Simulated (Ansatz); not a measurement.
The cell below belongs to a search over invented structures; it isn't taken from experiment.

Input and command of a plane-wave DFT calculation in Ansatz:

```yaml
crystal:
  lattice:
    - [3.8, 0.0, 0.0]
    - [0.0, 3.85, 0.0]
    - [0.0, 0.0, 12.6]
  atoms:
    - { symbol: Ta, position: [0.5, 0.0, 0.825] }
    - { symbol: Ta, position: [0.5, 0.0, 0.175] }
    - { symbol: Ta, position: [0.0, 0.0, 0.651] }
    - { symbol: Ta, position: [0.0, 0.0, 0.349] }
    - { symbol: Ni, position: [0.0, 0.0, 0.0], spin: 2.0 }
    - { symbol: O, position: [0.5, 0.0, 0.0] }
    - { symbol: O, position: [0.0, 0.5, 0.0] }
    - { symbol: O, position: [0.0, 0.0, 0.825] }
    - { symbol: O, position: [0.5, 0.5, 0.825] }
    - { symbol: O, position: [0.0, 0.0, 0.175] }
    - { symbol: O, position: [0.5, 0.5, 0.175] }
    - { symbol: O, position: [0.5, 0.0, 0.651] }
    - { symbol: O, position: [0.5, 0.0, 0.349] }
    - { symbol: O, position: [0.0, 0.0, 0.5] }
    - { symbol: O, position: [0.0, 0.5, 0.651] }
    - { symbol: O, position: [0.0, 0.5, 0.349] }
basis:
  ecutwfc: 420
kpoints:
  mp_grid: { grid: [3, 3, 1] }
hamiltonian:
  xc: pbe
scf:
  occupations: { method: gaussian, width: 0.15 }
  lower_state_search: "off"
output:
  forces: true
  stress: true
  eigenvalues: true
  populations: true
magnetization:
  spin_polarized: true
relax:
  adjacent_minimum: "off"
  f_tol: 0.08
  max_steps: 16
  cell: { stress_tol: 0.8 }
```

```bash
ansatz run input.yaml --threads 1 --pin off --max-ram 2816MiB --backend cpu --events-out ev --progress --plain --runs-dir out
```

Processor: Intel(R) Xeon(R) Platinum 8375C CPU @ 2.90GHz (Ice Lake), 1 thread, on a host shared with other jobs.

How long does it run, and how much memory does it take?

About 2.2 min, peak memory 0.63 GiB. It solves 85 bands at 4 k points (after reduction by symmetry) with about 3969 plane waves (on the last cell), in 155 SCF iterations over 11 ionic steps.
